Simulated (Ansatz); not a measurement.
Input:

ZrIr₃:
```
CELL_PARAMETERS angstrom
      3.91073     0.00000     0.00000
      0.00000     3.91073     0.00000
      0.00000     0.00000     3.91073
ATOMIC_POSITIONS crystal
  Zr 0.00000 0.00000 0.00000
  Ir 0.50000 0.50000 0.00000
  Ir 0.00000 0.50000 0.50000
  Ir 0.50000 0.00000 0.50000
```

This is the LDA-relaxed structure.

Problem. All from LDA (plane waves, PAW; program Ansatz), unless another level is named. Give the density of states at the Fermi level.

Solution. 0.69 states/eV per atom (mean over ±0.08 eV).

Problem. And the formation energy from the elements (no fitted shifts)?

Solution. -0.75 eV/atom.

Space group Pm-3m (Cu3Au type). The workflow started from a Materials Project entry (that database holds measured and hypothetical structures alike); the Crystallography Open Database files this formula in space group No. 221, but the cells were not matched. Its standing as an ambient phase is unchecked. The cell was relaxed with LDA under the symmetry of its start; of distortions, only those at the zone centre were tested. The run is not spin-polarised. The references are the lowest solids computed at this level, not always the standard phases. Scalar-relativistic: spin–orbit coupling is off unless named, which matters more the heavier the elements.

Potentials: the later of the program's two PAW sets.
